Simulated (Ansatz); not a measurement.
## Re (diamond): energy against volume

Method: Ansatz, DFT, r2SCAN, plane waves (500 eV) with PAW, scalar-relativistic. (PAW data from PBE, frozen cores regenerated.)

The cell is scaled uniformly from the relaxed one, with fractional coordinates and shape fixed. Energies are extrapolated to zero smearing, pressures are those at the given smearing. Magnetic state: spin not included.

A Birch-Murnaghan fit gives V₀ = 22.12 Å³/atom, B₀ = 190 GPa, B₀′ = 4.1.

Question: What are the energy above the minimum and the pressure at 19.482 Å³/atom?

Answer: 231.7 meV/atom and 31.42 GPa as computed.

Question: What are the energy above the minimum and the pressure at 21.253 Å³/atom?

Answer: 21.6 meV/atom and 8.35 GPa as computed.

Question: What are the energy above the minimum and the pressure at 24.795 Å³/atom?

Answer: 157.3 meV/atom and -17.01 GPa as computed.
